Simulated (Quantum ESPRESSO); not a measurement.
## Ga2MgSiN4 (a curve over one atom's position)

Simulated, not a measurement. The program is pw.x of Quantum ESPRESSO 7.5 (plane-wave density functional theory). The cell is made up: 8 atoms on a rocksalt lattice, with randomly drawn elements, strain and displacements, not relaxed. PseudoDojo standard norm-conserving files (v0.5 for PBE, v0.4.1 for LDA and PBEsol) set the functional; there is no spin polarisation, spin-orbit coupling or dispersion term, and the masses in the input are unused placeholders.

Seven runs move atom 8 (N, counted in the order of the input) along y and keep all else fixed.

Input of the run at +0.0098:

```
&control calculation='scf', pseudo_dir='./dojo.nc.sr.pbe.v0_5.standard.upf', outdir='./o', disk_io='medium', tprnfor=.true., tstress=.true. /
&system ibrav=0, nat=8, ntyp=4, nbnd=40, ecutwfc=84.00895049, nosym=.true., tot_charge=0,
 occupations='smearing', smearing='fd', degauss=0.0073498644
/
&electrons conv_thr=7.350e-09, electron_maxstep=60, /
ATOMIC_SPECIES
Ga 1.0 Ga.upf
Mg 1.0 Mg.upf
N 1.0 N.upf
Si 1.0 Si.upf
CELL_PARAMETERS angstrom
4.2364 -0.0004 -0.0047
-0.0004 4.2878 -0.0725
-0.0047 -0.0725 4.3111
ATOMIC_POSITIONS angstrom
Ga -0.0233 -0.0092 0.0629
Ga 0.0147 2.0722 1.9926
Mg 2.124 -0.1367 2.2268
Si 2.1718 2.1317 0.0368
N 2.169 -0.0695 -0.0102
N 2.1511 2.0289 2.2256
N 4.2847 0.0155 2.1636
N 4.1179 2.1349 -0.0204
K_POINTS automatic
6 6 6 1 1 1
```

```
shift of atom 8 along y (Å)  free energy less that of the input shown (eV)  Fx on atom 8 (eV/Å)  Fy on atom 8 (eV/Å)  Fz on atom 8 (eV/Å)  pressure (GPa)  iterations
                    -0.0514                                         0.0115                0.000                0.449                0.151           -6.69          12
                    -0.0280                                         0.0034                0.005                0.247                0.144           -6.77          12
                    +0.0098                                         0.0000                0.013               -0.070                0.134           -6.82          12
                    +0.0283                                         0.0027                0.017               -0.224                0.130           -6.82          12
                    +0.0376                                         0.0051                0.018               -0.303                0.127           -6.80          12
                    +0.0904                                         0.0332                0.026               -0.768                0.117           -6.62          12
```

Question: one run is left out of the table, at -0.0381. Estimate its Fy on atom 8 (eV/Å).

Answer: 0.333. The whole row:

```
shift of atom 8 along y (Å)  free energy less that of the input shown (eV)  Fx on atom 8 (eV/Å)  Fy on atom 8 (eV/Å)  Fz on atom 8 (eV/Å)  pressure (GPa)  iterations
                    -0.0381                                         0.0063                0.003                0.333                0.147           -6.74          12
```

A cubic fit gives dFy/dy = -8.33 eV/Å² at zero shift. Across the table the free energy follows the integral of the force to within 0.2 meV. A rerun of one of the cells at 1437 eV and a 8 x 8 x 8 mesh moved values by no more than 0.008 eV in energy, 0.25 GPa in stress and 0.018 eV/Å in force.